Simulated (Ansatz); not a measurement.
## Computed properties of Sb

Sb:
```xyz
1
Lattice="3.0409 0.0000 0.0000 0.0000 3.0409 0.0000 0.0000 0.0000 3.0409" Properties=species:S:1:pos:R:3 pbc="T T T"
Sb     0.0000     0.0000     0.0000
```

Space group Pm-3m (No. 221), simple cubic; conventional cell a = b = c = 3.041 Å, α = β = γ = 90.00°.

Method: DFT-LDA in the program Ansatz with PAW potentials. The cell and atoms are relaxed at this level. Other levels are named where they apply.

### Cell and energy

* **Volume per atom**: 28.12 Å³
* **Density**: 7.19 g/cm³

### Electronic structure

* **Electronic character**: metallic (no gap)
* **Density of states at the Fermi level**: 0.48 states/eV per atom (mean over ±0.08 eV)

### Mechanics

- Elastic constants (relaxed ions, GPa) = C11 = 153, C12 = 21.7, C44 = 12.2
- Mechanical stability = stable (all eigenvalues of C positive)
- Hill bulk and shear moduli = 65.3 and 25.8 GPa
- Young's modulus = 68.3 GPa
- Poisson's ratio = 0.33
- Debye temperature from the elastic constants = 208 K

The workflow started from a Materials Project entry (that database holds measured and hypothetical structures alike); the Crystallography Open Database files this formula in space group No. 221, but the cells were not matched. It is not the phase usual at ambient conditions (space group No. 166). Symmetry was held in the LDA relaxation; whether a distortion lowers the energy is not shown. As this level gives no gap, shear constants depend on the k-mesh and smearing (Fermi–Dirac, 0.1 eV here). Scalar-relativistic: spin–orbit coupling is off unless named, which matters more the heavier the elements.

Potentials: the earlier of the program's two PAW sets. The files were generated under PBE; for other functionals the program regenerates the frozen cores, and for LDA and PBEsol the local potential too.
